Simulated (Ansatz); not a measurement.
SiGeC2 in space group P-4m2 (No. 115; Ge on 1c, Si on 1a, C on 2g), r²SCAN in the plane-wave PAW code Ansatz, all energies at zero smearing, with the estimated change up to a 700 eV cutoff added, with one set of potentials and settings (totals compare only within such a set). Cell of 4 atoms (1 Ge, 1 Si, 2 C): -5445.149 eV.

```csv
element,reference phase,E (eV/atom)
Ge,"Fd-3m, 2 atoms in the cell",-4302.9041
Si,"Fd-3m, 2 atoms in the cell",-639.0667
C,"P6_3/mmc, 4 atoms in the cell",-251.6711
```

Formation energy per atom, worked out: (-5445.149 − 1×(-4302.9041) − 1×(-639.0667) − 2×(-251.6711))/4 = 0.041 eV/atom (4 kJ per mol of atoms), at 0 K, without zero-point energy or fitted corrections.

The start of the workflow was typed in or built on a structure type; neither database checked (COD, Materials Project) lists it. Whether it is the stable phase at ambient conditions was not checked. The cell was relaxed with r²SCAN under the symmetry of its start; whether a distortion lowers the energy is not shown. The references are the lowest solids computed at this level, not always the standard phases.

Potentials: the later of the program's two PAW sets.
